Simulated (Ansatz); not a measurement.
A geometry of Li away from equilibrium: the start of the relaxation of a generated cell, Li placed in the AFLOW prototype A_hP3_152_a (A8, as in Se). These are r2SCAN (plane waves to 500 eV, PAW, scalar-relativistic; Ansatz, an electronic-structure program) values and carry that method's errors. Γ-centred k-mesh 9×9×7 on the run's cell (coarser than for final values), Fermi–Dirac smearing 0.05 eV.

```xyz
3
Lattice="4.0186 0.0000 0.0000 -2.0093 3.4802 0.0000 0.0000 0.0000 4.5592" Properties=species:S:1:pos:R:3 pbc="T T T"
Li     0.9058     0.0000     3.7993
Li    -0.4529     0.7844     0.7599
Li     1.5564     2.6958     2.2796
```

### Question
Predict the force on each atom, in eV/Å.

### Answer
| atom | Fx | Fy | Fz |
|---|---|---|---|
| Li1 | 1.65 | 0.00 | 0.00 |
| Li2 | -0.82 | 1.43 | 0.00 |
| Li3 | -0.82 | -1.43 | 0.00 |

### Question
What is the pressure?

### Answer
+1.5 GPa, compression positive.

### Question
How far above the relaxed end point is this geometry?

### Answer
0.45 eV/atom; the path ends in Im-3m (No. 229) (bcc (W type)).

No spin polarisation in the result.

The run could not lose the symmetry of its start.
